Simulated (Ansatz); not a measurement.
The start is a generated trial cell of Bi2Te3 in the AFLOW prototype A3B2_hR5_155_e_c (D5_e, as in Ni3S2). The cell and all atomic positions are relaxed at zero pressure with PBEsol (plane waves to 420 eV, PAW, scalar-relativistic; Ansatz, a first-principles code). The first steps use a coarse 4×4×4 k-mesh.

Input geometry:
```
CELL_PARAMETERS angstrom
      3.94499     2.27764     3.26375
     -3.94499     2.27764     3.26375
      0.00000    -4.55528     3.26375
ATOMIC_POSITIONS crystal
  Te 0.24490 0.75510 0.50000
  Te 0.50000 0.24490 0.75510
  Te 0.75510 0.50000 0.24490
  Bi 0.25210 0.25210 0.25210
  Bi 0.74790 0.74790 0.74790
```

Q: How large is the pressure on the unrelaxed cell, and of which sign?

A: +3.1 GPa (positive: the cell is compressed).

Q: What is the largest force in the starting geometry, and on which atom (counted from 1)?

A: 0.33 eV/Å, on Bi4, Bi5 (atoms numbered as listed).

Q: How much energy is released per atom?

A: 0.13 eV/atom.

Q: How does the volume change?

A: +8.8 %, from 35.19 to 38.30 Å³/atom.

The space group stays R32 (No. 155) (the run could not lower it), with 5 atoms in the primitive cell. Final values are on a 6×6×6 k-mesh of the relaxed cell. No spin polarisation in the result.

The run could not lose the symmetry of its start: the end is stationary, and may be a saddle point rather than a minimum.

The relaxed structure here is a generated cell of Bi2Te3: the first start was made by placing the elements on the sites of a structure type, and the end was not matched to a known phase here, so it may be hypothetical. Known forms of Bi2Te3 include space group No. 166.
